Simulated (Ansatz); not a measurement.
CoSn2:
```cif
data_Co2Sn4
_chemical_formula_sum 'Co2 Sn4'
_space_group_name_H-M_alt 'P 1'
_space_group_IT_number 1
_cell_length_a 5.22199
_cell_length_b 5.22199
_cell_length_c 5.22199
_cell_angle_alpha 105.716
_cell_angle_beta 105.716
_cell_angle_gamma 117.276
loop_
_space_group_symop_operation_xyz
  'x, y, z'
loop_
_atom_site_label
_atom_site_type_symbol
_atom_site_fract_x
_atom_site_fract_y
_atom_site_fract_z
_atom_site_occupancy
Co1 Co 0.25000 0.25000 0.00000 1
Co2 Co 0.75000 0.75000 0.00000 1
Sn1 Sn 0.16672 0.33328 0.50000 1
Sn2 Sn 0.83328 0.66672 0.50000 1
Sn3 Sn 0.33328 0.83328 0.16656 1
Sn4 Sn 0.66672 0.16672 0.83344 1
```

Relaxed with r²SCAN.

### Question
Tabulate the valence density and the electron localisation function along the shortest Sn–Sn contact (2.97 Å), plane-wave PAW r²SCAN (Ansatz code).

### Answer


```tsv
distance from Sn (Å)	density (e/Å³)	ELF
0.30	10.91	0.00
0.45	6.56	0.03
0.59	3.40	0.13
0.74	1.63	0.24
0.89	0.82	0.31
1.04	0.50	0.35
1.19	0.37	0.46
1.34	0.32	0.60
1.49	0.30	0.66
1.64	0.32	0.60
1.78	0.37	0.46
1.93	0.50	0.35
2.08	0.82	0.31
2.23	1.63	0.24
2.38	3.40	0.13
2.53	6.56	0.03
2.68	10.91	0.00
```

The density is the valence pseudo-density with augmentation charge, so density and ELF within about 1 Å of a nucleus are not all-electron values.

Space group I4/mcm. The workflow started from a Materials Project entry (that database holds measured and hypothetical structures alike); the Crystallography Open Database files this formula in space group No. 140, but the cells were not matched. Its standing as an ambient phase is unchecked. The cell was relaxed with r²SCAN under the symmetry of its start; whether a distortion lowers the energy is not shown. The run is not spin-polarised. Scalar-relativistic: spin–orbit coupling is off unless named, which matters more the heavier the elements.

Potentials: the later of the program's two PAW sets.
